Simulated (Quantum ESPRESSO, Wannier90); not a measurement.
**Wannier functions of MgPd (CsCl type)**

```
begin unit_cell_cart
ang
    3.1553800000    0.0000000000    0.0000000000
    0.0000000000    3.1553800000    0.0000000000
    0.0000000000    0.0000000000    3.1553800000
end unit_cell_cart
begin atoms_frac
Mg   0.0000000000  0.0000000000  0.0000000000
Pd   0.5000000000  0.5000000000  0.5000000000
end atoms_frac
```

Materials Project entry mp-506; symmetrised, unrelaxed at this level. COD (Crystallography Open Database) has an entry of this formula and space group (matched by these alone). Computed values, not measurements, from PBEsol: Quantum ESPRESSO (norm-conserving PseudoDojo potentials, cutoff 68 Ry, spinors with spin-orbit coupling) on a Γ-centred 8×8×8 mesh, then Wannier90. Density: 14×14×14 mesh, cold smearing 0.01 Ry.

A tight-binding model is made by disentanglement and projection with no localisation steps (num_iter = 0), so the 26 orbitals stay atom-like: hydrogen-like Mg: s;p; Pd: s;p;d, axes along x, y, z; frozen window up to 1.50 eV relative to the Fermi level. It follows pw.x to 36 meV rms for states up to 1.0 eV relative to the Fermi level. Matrix elements depend on this choice of orbitals and windows. Bands 3–4 (Mg 2s 100 %), 11–12 (Mg 2p 100 %), 13–16 (Mg 2p 100 %) lie between the kept ones and are excluded.

The 45 largest hoppings ⟨m,0|H|n,R⟩ between different sites (one of each Hermitian pair; signs follow the real orbitals' lobes; the list may end inside a set of equal values):

```tsv
m	n	R	distance of the centres (Å)	t (eV)	Im t (eV)
Mg1 pz↑	Mg1 pz↑	0 0 1	3.16	3.873	0.000
Mg1 pz↓	Mg1 pz↓	0 0 1	3.16	3.873	0.000
Mg1 py↑	Mg1 py↑	0 1 0	3.16	3.873	0.000
Mg1 py↓	Mg1 py↓	0 1 0	3.16	3.873	0.000
Mg1 px↑	Mg1 px↑	1 0 0	3.16	3.873	0.000
Mg1 px↓	Mg1 px↓	1 0 0	3.16	3.873	0.000
Pd2 s↑	Mg1 px↑	0 0 0	2.73	3.125	0.010
Pd2 s↓	Mg1 px↓	0 0 0	2.73	3.125	-0.010
Pd2 s↓	Mg1 py↓	0 0 0	2.73	3.125	0.010
Pd2 s↑	Mg1 px↑	0 0 1	2.73	3.125	0.010
Pd2 s↑	Mg1 py↑	0 0 1	2.73	3.125	-0.010
Pd2 s↑	Mg1 px↑	0 1 0	2.73	3.125	-0.010
Pd2 s↑	Mg1 py↑	0 1 0	2.73	-3.125	-0.010
Pd2 s↓	Mg1 px↓	0 1 1	2.73	3.125	0.010
Pd2 s↓	Mg1 py↓	0 1 1	2.73	-3.125	0.010
Pd2 s↑	Mg1 px↑	1 0 0	2.73	-3.125	0.010
Pd2 s↑	Mg1 py↑	1 0 0	2.73	3.125	0.010
Pd2 s↓	Mg1 px↓	1 0 1	2.73	-3.125	-0.010
Pd2 s↓	Mg1 py↓	1 0 1	2.73	3.125	-0.010
Pd2 s↓	Mg1 px↓	1 1 0	2.73	-3.125	0.010
Pd2 s↓	Mg1 py↓	1 1 0	2.73	-3.125	-0.010
Pd2 s↑	Mg1 px↑	1 1 1	2.73	-3.125	-0.010
Pd2 s↑	Mg1 py↑	1 1 1	2.73	-3.125	0.010
Pd2 s↓	Mg1 px↓	1 1 1	2.73	-3.125	0.010
Pd2 s↓	Mg1 py↓	1 1 1	2.73	-3.125	-0.010
Pd2 s↑	Mg1 py↑	0 0 0	2.73	3.125	-0.010
Pd2 s↓	Mg1 px↓	0 0 1	2.73	3.125	-0.010
Pd2 s↓	Mg1 py↓	0 0 1	2.73	3.125	0.010
Pd2 s↓	Mg1 px↓	0 1 0	2.73	3.125	0.010
Pd2 s↓	Mg1 py↓	0 1 0	2.73	-3.125	0.010
Pd2 s↑	Mg1 px↑	0 1 1	2.73	3.125	-0.010
Pd2 s↑	Mg1 py↑	0 1 1	2.73	-3.125	-0.010
Pd2 s↓	Mg1 px↓	1 0 0	2.73	-3.125	-0.010
Pd2 s↓	Mg1 py↓	1 0 0	2.73	3.125	-0.010
Pd2 s↑	Mg1 px↑	1 0 1	2.73	-3.125	0.010
Pd2 s↑	Mg1 py↑	1 0 1	2.73	3.125	0.010
Pd2 s↑	Mg1 px↑	1 1 0	2.73	-3.125	-0.010
Pd2 s↑	Mg1 py↑	1 1 0	2.73	-3.125	0.010
Pd2 s↑	Mg1 pz↑	0 0 0	2.73	3.125	0.000
Pd2 s↓	Mg1 pz↓	0 0 0	2.73	3.125	0.000
Pd2 s↑	Mg1 pz↑	0 0 1	2.73	-3.125	0.000
Pd2 s↓	Mg1 pz↓	0 0 1	2.73	-3.125	0.000
Pd2 s↑	Mg1 pz↑	0 1 0	2.73	3.125	0.000
Pd2 s↓	Mg1 pz↓	0 1 0	2.73	3.125	0.000
Pd2 s↑	Mg1 pz↑	0 1 1	2.73	-3.125	0.000
```
